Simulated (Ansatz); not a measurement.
Values for one crystal, relaxed and computed with the program Ansatz at the r²SCAN level (PAW); other levels are named.

| Property | Result |
|---|---|
| Volume per atom | 6.16 Å³ |
| Band gap | 4.40 eV (indirect) |
| Valence-band maximum | on the L–M line, 8 % of the way from L |
| Young's modulus | 971 GPa |
| Poisson's ratio | 0.10 |
| Smallest direct gap on the standard path | 5.28 eV |
| Bulk modulus (Birch–Murnaghan fit) | 4030 kbar |

Which of these materials gives this?
A. N, P6_3/mmc (N on 4f)
B. B, α-B12
C. N, P4_2/mnm (N on 4f)
D. C, P6_122 (C on 6b)

D, C, P6_122 (C on 6b)

The start of the workflow was typed in or built on a structure type; neither database checked (COD, Materials Project) lists it. It is not the phase usual at ambient conditions (space group No. 194, 227). The r²SCAN relaxation kept the symmetry of its start; whether a distortion lowers the energy is not shown.

Potentials: the later of the program's two PAW sets.
